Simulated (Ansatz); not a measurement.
An Ansatz input:

```yaml
crystal:
  lattice:
    - [-1.6347645078, 1.3439433563, 1.1971434577]
    - [1.3439433563, -1.6347645078, 1.1971434577]
    - [3.0251636623, 3.0251636623, -1.7297829293]
  atoms:
    - { symbol: Mn, position: [0.9587694893, 0.0412305107, 0.0], spin: 3.0 }
    - { symbol: Mn, position: [0.7912305107, 0.2087694893, 0.5], spin: 3.0 }
hamiltonian:
  xc: lda
  pseudopotentials:
    kind: paw
    azcp:
      Mn: "pseudopotentials/Mn.paw.azcp"
basis:
  ecutwfc: 420
  fft_grid_basis: typed
kpoints:
  mp_grid: { grid: [27, 27, 13], shift: [0, 0, 0] }
magnetization:
  spin_polarized: true
scf:
  occupations: { method: fermi_dirac, width: 0.05 }
output:
  write_density: true
  write_potential: true
  elf: true
  volumetric_format: npy
```

Terminal output

```
Warning: the record states the generating functional pbe (its physics header spells it `PBE`), which answers neither for hamiltonian.xc's functional nor for the lda family's — results may be inconsistent (PPs are generated against a specific XC)
Engine: ansatz 0.2.0, aarch64-unknown-linux-gnu
Pseudopotentials: kind: paw
Pseudopotential: Mn, paw, valence charge 15, recommended cutoff 420 eV (normal) 
Functional definition: SPW92
  exchange = slater_x
  correlation = pw_c
Crystal: 2 atoms, lattice volume = 20.077 Å³
Basis set: ecut = 420 eV, 391 PW (Γ)
Bands: 22, of which v1, the nominal top of the filled ones, is band 15 counted from 1 (14 counted from 0)
Symmetry: 4 space group operations
Space group: C2/c (ITA 15), of the structure as read, at distance tolerance 2.7e-5 Å
Magnetic group: BNS 15.85 (UNI 92), of the structure as read, at distance tolerance 2.7e-5 Å
k-points: 2464 of 9477
Non-local potential: Mn, projectors of the file, l = 0: 3, l = 1: 2, l = 2: 3, l = 3: 1
PAW form: soft (Blöchl's): semilocal exchange-correlation on the pseudo side does not see the compensation charge
PAW frozen core: Mn, regenerated for the run's functional, and the local potential with it (the file was generated under x = pbe(κ = 0.804, μ = 0.2195149727645171), c = pbe(β = 0.06672455060314922))
PAW one-centre angular grid: Mn, 590 points (default); XC on 64 Gauss nodes
Initial density: superposition of atomic densities (chi_scale 0.1, normalization cell)
Starting moments: Σ|m| = 6 μB on 2 of 2 sites
Initial wavefunctions: pseudopotential atomic-orbital guess
Functional: x = slater, c = lda
SCF iter   1: F=—  HF=-7686.830771 eV  |F-HF|=—  |Δ(HF+E_count)|=         —  Δρ=4.16e-1 (↑4.16e-1 ↓2.17e-1)  dr2=7.20e0  dr2_m=1.78e1  M=0.326 μB ∫|m|=0.341 μB  β_m=0.30  ethr=3.10e-3  ⟨swp⟩=3.4  Hψ=382516  notcnv=0
Mixer restart at iter 1: flushing history
SCF iter   2: F=—  HF=-7682.180899 eV  |F-HF|=—  |Δ(HF+E_count)|=    4.65e0  Δρ=2.49e-1 (↑2.49e-1 ↓1.79e-1)  dr2=1.08e0  dr2_m=8.31e0  M=0.460 μB ∫|m|=0.461 μB  β_m=0.55  ethr=3.10e-3  ⟨swp⟩=3.6  Hψ=254981  notcnv=0  defer=8063
SCF iter   3: F=—  HF=-7682.861984 eV  |F-HF|=—  |Δ(HF+E_count)|=   6.81e-1  Δρ=1.00e-1 (↑1.00e-1 ↓2.54e-2)  dr2=1.14e0  dr2_m=5.86e-1  M=0.166 μB ∫|m|=0.166 μB  β_m=0.51  ethr=3.10e-3  ⟨swp⟩=3.8  Hψ=203457  notcnv=0  defer=7792
SCF iter   4: F=—  HF=-7682.610268 eV  |F-HF|=—  |Δ(HF+E_count)|=   2.52e-1  Δρ=2.06e-2 (↑4.93e-3 ↓2.06e-2)  dr2=6.12e-2  dr2_m=1.73e-2  M=0.067 μB ∫|m|=0.067 μB  β_m=0.76  ethr=3.10e-3  ⟨swp⟩=3.7  Hψ=231126  notcnv=0  defer=7525
SCF iter   5: F=—  HF=-7682.681143 eV  |F-HF|=—  |Δ(HF+E_count)|=   7.09e-2  Δρ=6.95e-3 (↑6.95e-3 ↓3.66e-3)  dr2=1.37e-2  dr2_m=7.94e-4  M=-0.008 μB ∫|m|=0.008 μB  β_m=0.88  ethr=2.04e-4  ⟨swp⟩=3.0  Hψ=208463  notcnv=0  defer=6682
SCF iter   6: F=—  HF=-7682.677807 eV  |F-HF|=—  |Δ(HF+E_count)|=   3.34e-3  Δρ=7.80e-4 (↑7.80e-4 ↓5.91e-4)  dr2=2.15e-5  dr2_m=7.66e-5  M=-0.003 μB ∫|m|=0.003 μB  β_m=0.82  ethr=4.58e-5  ⟨swp⟩=2.0  Hψ=165416  notcnv=0  defer=6682
SCF iter   7: F=—  HF=-7682.677794 eV  |F-HF|=—  |Δ(HF+E_count)|=   1.26e-5  Δρ=1.90e-4 (↑1.90e-4 ↓1.50e-4)  dr2=1.98e-6  dr2_m=4.31e-6  M=-0.001 μB ∫|m|=0.001 μB  β_m=0.73  ethr=7.16e-8  ⟨swp⟩=2.2  Hψ=175113  notcnv=0  defer=6682
SCF iter   8: F=—  HF=-7682.677794 eV  |F-HF|=—  |Δ(HF+E_count)|=   1.49e-7  Δρ=6.85e-5 (↑6.85e-5 ↓3.58e-5)  dr2=1.14e-6  dr2_m=1.68e-7  M=-0.000 μB ∫|m|=0.000 μB  β_m=0.87  ethr=6.61e-9  ⟨swp⟩=2.1  Hψ=165132  notcnv=0  defer=6682
SCF iter   9: F=—  HF=-7682.677797 eV  |F-HF|=—  |Δ(HF+E_count)|=   2.25e-6  Δρ=1.89e-5 (↑5.38e-6 ↓1.89e-5)  dr2=6.82e-8  dr2_m=1.28e-8  M=0.000 μB ∫|m|=0.000 μB  β_m=0.93  ethr=3.81e-9  ⟨swp⟩=2.0  Hψ=141637  notcnv=0  defer=6682
SCF iter  10: F=—  HF=-7682.677797 eV  |F-HF|=—  |Δ(HF+E_count)|=   4.56e-8  Δρ=1.59e-6 (↑1.11e-6 ↓1.59e-6)  dr2=9.06e-10  dr2_m=2.79e-11  M=0.000 μB ∫|m|=0.000 μB  β_m=0.84  ethr=2.27e-10  ⟨swp⟩=2.3  Hψ=160170  notcnv=0  defer=6682
SCF iter  11: F=-7682.677797 eV  HF=-7682.677797 eV  |F-HF|=6.18e-11  |Δ(HF+E_count)|=  7.25e-10  Δρ=4.88e-7 (↑3.94e-7 ↓4.88e-7)  dr2=8.32e-11  dr2_m=2.88e-12  M=0.000 μB ∫|m|=0.000 μB  ethr=3.02e-12  ⟨swp⟩=4.8  Hψ=374272  notcnv=0
SCF 1 converged in 11 iterations: F = -7682.677797 eV  dr2 = 8.32e-11
WARN: the starting moments were not kept: the SCF closed with an absolute magnetisation of 2.8e-6 μB, where they sum to 6 μB in size (2 sites). That is at most 0.1 of that sum. Measured as dr2_m measures the in/out step, that magnetisation stands 4.4e-12 eV from none, at or under the dr2_threshold of 1.0e-7 eV: it is no larger than a step whose dr2_m would equal this threshold. The system may hold no moment; this SCF shows only that its start led to no more than that. To try another start: raise the starting moments (crystal.atoms[].spin, magnetization.per_species, magnetization.initial_magnetization, or on a non-collinear deck that types none of these the spinor_matrix: blocks that start its atoms; where the total moment is fixed, keep their sum and leave initial_magnetization as it is; typed ones take the place of any that the run laid by itself, positive ones on a crystal's lanthanoids without a Hubbard term where scf.initial_density.shell_occupations: [] is typed) or, if the notice of its spin-set hold's release reads "site moments contracting" or "site moments show no strong build", lengthen the hold (scf.mixing.spin_hold: { on: { confirm: 4 } }; for m-r²SCAN on two components see the key's manual first). Each may lead to a state that holds a moment. A second SCF, from the converged charge density, with the starting moments and any scf.initial_density.shell_occupations laid on it anew, would have followed, and was not run: the deck does not ask for one (magnetization.retry_lost_moments is false, the default). To let it run, set magnetization.retry_lost_moments: true and run the deck again, where that key's refused combinations let it; where memory then withholds it, that run's warning says so.
SCF converged after 11 iterations
Magnetization: 0.0000 μB (15.0000 up, 15.0000 down)
Absolute magnetization: 0.0000 μB (∫|ρ↑−ρ↓|)
Spin contamination: 0.0000 ħ² per cell (⟨S²⟩ above its minimum at these occupations)
Per-site moments (μB) at R_I (Å): [(1.2424000803750774e-6, 0.994297081532448), (1.2424000802885393e-6, 0.994297081532448)]
Free energy (F): -7682.677797 eV
Harris-Foulkes:  -7682.677797 eV  (|F-HF|=6.18e-11)
Internal energy: -7682.657063 eV  (E = F + TS)
E sigma→0 (E₀):  -7682.667430 eV
Entropy (-TS):   -0.020733 eV (-10.367 meV/atom)
Fermi energy:    21.475202 eV
--- Per-component energies (eV) ---
  E_band       = -271.414098
  E_kinetic    = 622.717218
  E_local      = -2989.346331  (includes V_loc(G=0)·N_el)
  E_nonlocal   = 481.362777
  E_hartree    = 1249.441883
  E_xc         = -232.501072
  E_vxc        = -299.341352  (∫ρ·V_xc dr)
  E_paw        = -2477.401808  (= ΣΔE_a)
  E_vpaw       = -585.689623  (= ΣTr[D̂ρ^β])
  E_aug_tail   = -0.000020  (compensation charges beyond the density's cutoff)
  E_ewald      = -4337.697615
  E_core_change = 0.767906  (= ΣΔE_core)
  E_smearing   = -0.020733  (= −TS)
  E_closure    = 0.000000  (closes the sum)
  Σ components = -7682.677797   (vs F -7682.677797, Δ=0.00e0)
--- Band table (eV; the first three rows and the last of 4928) ---
  k-point 0 ↑: bands = ["-57.0175", "-56.7944", "-26.5420", "-25.6913", "-25.6890", "-25.5564", "-25.5559", "-25.5387", "13.0299", "16.6889", "20.3985", "20.4169", "20.4205", "20.9384", "20.9472", "21.4946", "21.5153", "22.4167", "23.2565", "23.2720", "31.5848", "42.7386"]
  k-point 1 ↑: bands = ["-57.0143", "-56.7977", "-26.5279", "-25.6893", "-25.6870", "-25.5583", "-25.5579", "-25.5538", "13.0979", "16.6875", "20.3719", "20.3893", "20.3933", "20.9102", "20.9189", "21.5571", "21.5778", "22.2183", "23.2557", "23.2702", "31.8816", "42.6632"]
  k-point 2 ↑: bands = ["-57.0049", "-56.8074", "-26.4864", "-25.6836", "-25.6814", "-25.5982", "-25.5640", "-25.5637", "13.2995", "16.6736", "20.3101", "20.3128", "20.3328", "20.8317", "20.8401", "21.7088", "21.7217", "21.7420", "23.2477", "23.2594", "32.6932", "42.4609"]
  k-point 2463 ↓: bands = ["-56.7761", "-56.7674", "-26.4889", "-26.4655", "-25.8108", "-25.8022", "-25.7755", "-25.7745", "16.7143", "16.8707", "18.4934", "18.6450", "21.4750", "21.8774", "22.1334", "22.7700", "23.6162", "23.6420", "24.5718", "25.2888", "32.3207", "32.4304"]
```
